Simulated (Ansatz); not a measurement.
**TaAs: computed property card**

TaAs:
```
TaAs
1.0
    3.17893     0.00000     0.00000
    0.00000     3.17893     0.00000
    0.00000     0.00000     3.17893
Ta As
1 1
Direct
  0.00000   0.00000   0.00000
  0.50000   0.50000   0.50000
```

Space group Pm-3m (No. 221), CsCl type; conventional cell a = b = c = 3.179 Å, α = β = γ = 90.00°.

Method: plane-wave PAW PBEsol (Ansatz code). Geometry: relaxed at this level of theory. Other levels are named where they apply.

### Cell and energy

```json
{
 "volume_per_atom": "16.06 Å³",
 "density": "13.23 g/cm³",
 "Formation energy from the elements (no fitted shifts)": "-0.35 eV/atom"
}
```

### Electronic structure

```json
{
 "electronic_character": "metallic (no gap)",
 "Density of states at the Fermi level": "0.34 states/eV per atom (mean over ±0.08 eV)",
 "Gap with spin–orbit coupling": "none (metallic)"
}
```

### Mechanics

```json
{
  "Bulk modulus (Birch–Murnaghan fit)": "195 GPa",
  "Pressure derivative B′": "4.4",
  "Elastic constants (relaxed ions, GPa)": "C11 = 380, C12 = 102, C44 = 128",
  "mechanical_stability": "stable (all eigenvalues of C positive)",
  "hill_bulk_and_shear_moduli": "195 and 132 GPa",
  "Young's modulus": "324 GPa",
  "Poisson's ratio": "0.22",
  "debye_temperature_from_the_elastic_constants": "413 K"
}
```

### Phonons

```json
{
 "highest_zone_centre_frequency": "165 cm⁻¹",
 "zone_centre_stability": "no imaginary mode at Γ"
}
```

A made-up cell: these elements were put on the sites of a structure type; neither database checked (COD, Materials Project) lists it. It is not the phase usual at ambient conditions (space group No. 109). Symmetry was held in the PBEsol relaxation. The run is not spin-polarised. As this level gives no gap, shear constants depend on the k-mesh and smearing (Fermi–Dirac, 0.1 eV here). As this level gives no gap, phonon frequencies hold no LO–TO term and depend on the k-mesh and smearing (Fermi–Dirac, 0.1 eV here). The references are the lowest solids computed at this level, not always the standard phases. Spin–orbit coupling is left out wherever it is not named.

Potentials: the earlier of the program's two PAW sets. The files were generated under PBE; for other functionals the program regenerates the frozen cores, and for LDA and PBEsol the local potential too.
